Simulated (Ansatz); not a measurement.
PbSe:
```xyz
2
Lattice="2.1666 -3.7564 0.0000 4.3364 0.0000 0.0000 2.1694 -1.2531 3.5411" Properties=species:S:1:pos:R:3 pbc="T T T"
Pb     4.2986    -1.2775     3.5165
Se     6.4650    -2.5305     1.7452
```

Relaxed with PBE+D3(BJ).

Which orbitals make up the states near the band edges in the program Ansatz at the PBE+D3(BJ) level (PAW)?

Top 1 eV of the valence band: Se 4p 72 %, Pb 6s 16 %, Pb 6p 10 %. Bottom 1 eV of the conduction band: Pb 6p 71 %, Se 4s 13 %, Se 4p 11 %. Projections are on Löwdin-orthogonalised atomic valence shells; empty p or d shells of many metals are not among them.

Tabulate the density of states.

States/eV per cell of 2 atoms, in 0.25 eV bins, energy from the valence-band maximum.

```csv
E (eV),total,Se 4p,Pb 6p,Pb 6s
-7.85,1.51,0.22,0.02,1.16
-7.60,1.06,0.12,0.01,0.80
-7.35,0.39,0.05,0.00,0.27
-7.10,0.22,0.03,0.00,0.14
-6.85,0.14,0.01,0.00,0.09
-6.60,0.08,0.00,0.00,0.05
-6.35,0.01,0.00,0.00,0.01
-6.10,0.00,0.00,0.00,0.00
-5.85,0.00,0.00,0.00,0.00
-5.60,0.00,0.00,0.00,0.00
-5.35,0.00,0.00,0.00,0.00
-5.10,0.00,0.00,0.00,0.00
-4.85,0.11,0.06,0.05,0.00
-4.60,0.37,0.20,0.16,0.01
-4.35,0.56,0.31,0.23,0.01
-4.10,0.76,0.43,0.30,0.02
-3.85,0.87,0.52,0.32,0.02
-3.60,1.10,0.67,0.38,0.02
-3.35,1.40,0.89,0.46,0.03
-3.10,1.83,1.21,0.55,0.03
-2.85,1.85,1.27,0.51,0.04
-2.60,1.86,1.31,0.47,0.04
-2.35,1.93,1.40,0.43,0.05
-2.10,1.96,1.49,0.37,0.06
-1.85,2.10,1.66,0.32,0.07
-1.60,1.85,1.51,0.22,0.09
-1.35,1.04,0.74,0.16,0.12
-1.10,1.45,1.05,0.18,0.20
-0.85,1.89,1.40,0.17,0.28
-0.60,0.91,0.62,0.10,0.17
-0.35,0.17,0.11,0.02,0.04
-0.10,0.01,0.01,0.00,0.00
0.15,0.00,0.00,0.00,0.00
0.40,0.01,0.00,0.01,0.00
0.65,0.08,0.01,0.06,0.00
0.90,0.28,0.03,0.19,0.01
1.15,0.53,0.06,0.38,0.01
1.40,0.95,0.11,0.69,0.01
1.65,1.08,0.12,0.81,0.02
1.90,1.41,0.14,1.10,0.02
2.15,1.38,0.16,1.09,0.02
2.40,1.39,0.19,1.09,0.02
2.65,1.29,0.21,0.97,0.02
2.90,1.25,0.23,0.91,0.01
3.15,1.26,0.26,0.89,0.01
3.40,1.35,0.30,0.91,0.01
3.65,1.54,0.35,0.97,0.01
3.90,1.92,0.39,1.02,0.01
4.15,2.36,0.54,1.34,0.01
4.40,2.46,0.61,1.36,0.01
4.65,1.22,0.37,0.68,0.00
4.90,0.96,0.31,0.52,0.00
5.15,0.89,0.27,0.45,0.00
```

Space group Fm-3m (rock salt). The cell was relaxed with PBE+D3(BJ) under the symmetry of its start; of distortions, only those at the zone centre were tested. Scalar-relativistic: spin–orbit coupling is off unless named, which matters more the heavier the elements.

Potentials: the later of the program's two PAW sets.
